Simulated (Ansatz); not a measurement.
C (graphite type, space group P6_3/mmc)

```
C
1.0
    2.46500     0.00000     0.00000
   -1.23250     2.13475     0.00000
    0.00000     0.00000     6.73046
C
4
Direct
  0.00000   0.00000   0.25000
  0.00000   0.00000   0.75000
  0.33333   0.66667   0.25000
  0.66667   0.33333   0.75000
```

Scan: atom 2 (C, nearest neighbour C at 1.423 Å; its periodic images, 2.5 Å or more away, move with it) is displaced towards the nearest neighbour, direction (-0.866, 0.500, 0.000) in Cartesian axes, by s. The other atoms stay.

Calculation: PBE-D3(BJ) (plane waves to 420 eV, PAW, scalar-relativistic; Ansatz, a quantum-chemistry and plane-wave program). k mesh 12×12×4 (Γ-centred), Fermi-Dirac smearing 0.05 eV. With partly filled bands, energies and forces of such displacements shift with the k mesh and the smearing. F∥ is the force on the atom along that direction. C was relaxed with its symmetry unable to fall. 

```
s (Å)   F∥ (eV/Å)
------  ---------
-0.280      8.039
-0.224      8.181
-0.168      7.148
-0.112      5.212
-0.056      2.783
0.000       0.000
0.056      -3.190
0.112      -6.902
0.168     -11.030
0.224     -15.733
0.280     -22.290
```

What is the force constant k = d²E/ds² of this move at s = 0?

53.1 eV/Å². The forces along the line at the two nearest points give (2.783 − (-3.190)) / (2·0.056) = 53.33 eV/Å²; the next pair corrects for the finite step.

(A displaced cell: forces are minus the slopes of the energy, force constants its curvatures, and phonons follow from these.)
